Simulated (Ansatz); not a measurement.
Rb$_{2}$NaInCl$_{6}$:
```xyz
10
Lattice="0.0000 5.2203 5.2203 5.2203 0.0000 5.2203 5.2203 5.2203 0.0000" Properties=species:S:1:pos:R:3 pbc="T T T"
Rb     2.6101     2.6101     2.6101
Rb     7.8304     7.8304     7.8304
Na     5.2203     5.2203     5.2203
In     0.0000     0.0000     0.0000
Cl     7.9251     5.2203     5.2203
Cl     2.5154     5.2203     5.2203
Cl     5.2203     7.9251     5.2203
Cl     5.2203     2.5154     5.2203
Cl     5.2203     5.2203     7.9251
Cl     5.2203     5.2203     2.5154
```

Relaxed with r²SCAN.

**Question.** Give the Bader charges and basin volumes of the independent atoms, r²SCAN in the plane-wave PAW code Ansatz.

**Answer.** 

| atom | Bader charge (e) | Bader volume (Å³) |
|---|---|---|
| Rb1 | +0.90 | 30.4 |
| Na3 | +0.88 | 8.6 |
| In4 | +1.77 | 13.2 |
| Cl5 | -0.74 | 33.6 |

Space group Fm-3m. The first step of the workflow began from a Materials Project structure, measured or hypothetical; the Crystallography Open Database copy checked does not list it. Its standing as an ambient phase is unchecked. Symmetry was held in the r²SCAN relaxation; whether a distortion lowers the energy is not shown.

Potentials: the later of the program's two PAW sets.
